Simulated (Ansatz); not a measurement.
Ag (hcp, Mg type)

```cif
data_Ag2
_chemical_formula_sum 'Ag2'
_space_group_name_H-M_alt 'P63/mmc'
_space_group_IT_number 194
_space_group_name_Hall '-P 6c 2c'
_cell_length_a 2.90274
_cell_length_b 2.90274
_cell_length_c 4.75012
_cell_angle_alpha 90.000
_cell_angle_beta 90.000
_cell_angle_gamma 120.000
loop_
_atom_site_label
_atom_site_type_symbol
_atom_site_symmetry_multiplicity
_atom_site_Wyckoff_symbol
_atom_site_fract_x
_atom_site_fract_y
_atom_site_fract_z
_atom_site_occupancy
Ag1 Ag 2 c 0.33333 0.66667 0.25000 1
```

Grid over V/V₀ and (c/a)/(c/a)₀, subscript 0 meaning the relaxed cell; the conventional c axis lies along z; no internal relaxation.

Computed with r2SCAN (plane waves to 500 eV, PAW, scalar-relativistic; Ansatz, a first-principles code). k mesh 18×18×10 (Γ-centred), Fermi-Dirac smearing 0.05 eV. E stands for the smeared free energy. With partly filled bands, the response to shear is sensitive to the k mesh, so small differences along c/a are uncertain. Ag was relaxed with its symmetry unable to fall. This is one of several known forms of Ag; the measured ambient cells at hand have space group No. 225. The zero of ΔE is the relaxed starting cell.

Estimate the ΔE (kJ/mol of atoms) for all points of the grid V/V₀ = 0.960, 0.980, 1.000, 1.020, 1.040 by (c/a)/(c/a)₀ = 0.960, 0.980, 1.000, 1.020, 1.040.

ΔE (kJ/mol of atoms), with V/V₀ across and (c/a)/(c/a)₀ down:

```tsv
(c/a)/(c/a)₀ \ V/V₀	0.960	0.980	1.000	1.020	1.040
0.960	1.5	0.8	0.5	0.7	1.2
0.980	1.1	0.3	0.1	0.3	0.9
1.000	0.9	0.2	0.0	0.2	0.8
1.020	1.1	0.4	0.1	0.3	0.9
1.040	1.5	0.7	0.5	0.6	1.2
```

(Under strain, the slope of the energy per volume gives the stress and its curvature an elastic modulus.)
